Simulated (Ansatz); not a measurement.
**Data sheet: ZrPRu (DFT)**

ZrPRu:
```
ZrPRu
1.0
    6.44997     0.00000     0.00000
    0.00000     3.88022     0.00000
    0.00000     0.00000     7.31576
Zr P Ru
4 4 4
Direct
  0.52123   0.75000   0.31787
  0.47877   0.25000   0.68213
  0.97877   0.25000   0.81787
  0.02123   0.75000   0.18213
  0.72414   0.25000   0.12046
  0.27586   0.75000   0.87954
  0.77586   0.75000   0.62046
  0.22414   0.25000   0.37954
  0.34947   0.25000   0.06096
  0.65053   0.75000   0.93904
  0.15053   0.75000   0.56096
  0.84947   0.25000   0.43904
```

Space group Pnma (No. 62); conventional cell a = 6.450 Å, b = 3.880 Å, c = 7.316 Å, α = β = γ = 90.00°.

Method: plane-wave PAW r²SCAN (Ansatz code). The cell and atoms are relaxed at this level. Other levels are named where they apply.

**Cell and energy**

* **Volume per atom**: 15.26 Å³
* **Density**: 8.10 g/cm³
* **Formation energy from the elements (no fitted shifts)**: -118 kJ/mol of atoms

**Electronic structure**

- Electronic character = metallic (no gap)
- Density of states at the Fermi level = 0.63 states/eV per atom (mean over ±0.08 eV)

The first step of the workflow began from a Materials Project structure, measured or hypothetical; the Crystallography Open Database copy checked does not list it. Its standing as an ambient phase is unchecked. Symmetry was held in the r²SCAN relaxation; whether a distortion lowers the energy is not shown. The run is not spin-polarised. The references are the lowest solids computed at this level, not always the standard phases. Scalar-relativistic: spin–orbit coupling is off unless named, which matters more the heavier the elements.

Potentials: the later of the program's two PAW sets.
